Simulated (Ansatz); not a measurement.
A relaxed cell of Ga4Sb3As is given with its symmetry left out. The cell was found from a structure generator's guess, not taken from experiment.

Method: DFT PBE, scalar-relativistic, plane waves, PAW (Ansatz 0.2.0). Cutoff 420 eV, Γ-centred mesh, Gaussian smearing, no spin polarisation.

```cif
data_structure
_symmetry_space_group_name_H-M 'P 1'
_symmetry_Int_Tables_number 1
_cell_length_a 4.3139
_cell_length_b 8.6289
_cell_length_c 6.0926
_cell_angle_alpha 90.000
_cell_angle_beta 90.000
_cell_angle_gamma 90.000
_cell_volume 226.79
loop_
_atom_site_label
_atom_site_type_symbol
_atom_site_fract_x
_atom_site_fract_y
_atom_site_fract_z
_atom_site_occupancy
Ga1 Ga 0.00000 0.76356 0.00854 1
Ga2 Ga 0.50000 0.50000 0.50796 1
Ga3 Ga 0.00000 0.23644 0.00854 1
Ga4 Ga 0.50000 0.00000 0.47595 1
Sb1 Sb 0.50000 0.75729 0.74984 1
Sb2 Sb 0.00000 0.50000 0.24987 1
Sb3 Sb 0.50000 0.24271 0.74984 1
As1 As 0.00000 0.00000 0.24946 1
```

Energies over the elements count from the elements' standard structures at the same level, with no fitted energy shifts.

Task: What space group does it have?

Result: Pmm2 (No. 25), with Sb and As ordered on zinc blende sites. Conventional cell: a = 4.314 Å, b = 8.629 Å, c = 6.093 Å. Ga on a site of symmetry m has 1 As at 2.51 Å and 3 Sb at 2.67–2.71 Å; around Ga on a site of symmetry mm2 lie 4 Sb at 2.66–2.67 Å; around Sb on a site of symmetry m lie 4 Ga at 2.66–2.68 Å; As is surrounded by 4 Ga at 2.51–2.56 Å; 2 more sites not described.

Task: How far does it lie from the elements in energy?

Result: −0.20 eV/atom. Whether it is stable depends on the other phases of the system, which aren't compared here.

Task: Is it a metal?

Result: It can't be told: by band count a gap of 0.02 eV opens on the 10×6×6 mesh, less than the smearing, so the run treats the cell as a metal.

The last run used a 10×6×6 mesh (in the run's order of axes) for its 8-atom cell and Gaussian smearing of 0.10 eV. These runs have no spin–orbit coupling, which can matter for Sb. The reference form of As is held partly by dispersion forces, which this level lacks. Symmetry constrained the relaxation, so the result can be a saddle point.
